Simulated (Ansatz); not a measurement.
SnO2:
```yaml
crystal:
  lattice:
    - [4.76949, 0.00000, 0.00000]
    - [0.00000, 4.76949, 0.00000]
    - [0.00000, 0.00000, 3.21172]
  atoms:
    - { symbol: Sn, position: [0.00000, 0.00000, 0.00000] }
    - { symbol: Sn, position: [0.50000, 0.50000, 0.50000] }
    - { symbol: O, position: [0.30627, 0.30627, 0.00000] }
    - { symbol: O, position: [0.80627, 0.19373, 0.50000] }
    - { symbol: O, position: [0.19373, 0.80627, 0.50000] }
    - { symbol: O, position: [0.69373, 0.69373, 0.00000] }
```

Relaxed with PBEsol. Independent-particle spectrum: no excitons, no local fields, no scissors shift; 0.1 eV broadening; ε₁ of the summed bands alone.

Problem. Tabulate the dielectric function from PBEsol (plane waves, PAW; program Ansatz).

Solution. 

```csv
E (eV),ε₁ xx,ε₂ xx,ε₁ zz,ε₂ zz
0.0,4.45,0.00,4.75,0.00
0.4,4.48,0.00,4.76,0.00
0.8,4.55,0.00,4.81,0.00
1.2,4.72,0.01,4.89,0.00
1.6,5.18,0.05,5.02,0.00
2.0,5.17,0.99,5.24,0.02
2.4,4.80,1.19,5.56,0.15
2.8,4.60,1.25,5.94,0.41
3.2,4.51,1.29,6.09,1.23
3.6,4.45,1.33,5.82,1.61
4.0,4.43,1.36,5.65,1.82
4.4,4.49,1.38,5.56,1.99
4.8,4.66,1.42,5.54,2.15
5.2,5.04,1.60,5.61,2.34
5.6,5.61,2.79,5.77,2.66
6.0,4.78,2.96,5.91,3.42
6.4,4.90,4.11,5.16,3.67
6.8,2.83,5.11,5.26,3.65
7.2,2.03,2.83,5.99,3.82
7.6,2.59,2.41,5.51,6.53
8.0,3.03,2.71,5.06,7.59
8.4,3.46,2.47,2.10,8.35
8.8,3.42,3.64,-0.03,5.90
9.2,3.23,4.30,0.31,5.28
9.6,1.15,4.78,-0.52,5.49
10.0,0.85,3.42,-0.36,3.80
10.4,0.86,3.06,-1.06,3.10
10.8,1.10,2.35,-0.41,2.70
11.2,1.35,2.67,-0.11,2.21
11.6,0.92,2.36,0.05,1.88
12.0,1.58,2.23,0.98,1.90
```

Problem. From ε at 1.9 eV (xx: 5.30 + 0.86i), find n, k, the normal reflectivity and the absorption coefficient.

Solution. n = 2.31, k = 0.186, R = 16 %, α = 2kE/ħc = 36000 cm⁻¹.

With all bands, ε∞ without local fields is 4.70 (xx = yy), 4.99 (zz). DFPT, with local fields, gives 4.59 (xx = yy), 4.90 (zz).

Space group P4_2/mnm (rutile). The PBEsol relaxation kept the symmetry of its start. Scalar-relativistic: spin–orbit coupling is off unless named, which matters more the heavier the elements.

Potentials: the later of the program's two PAW sets.
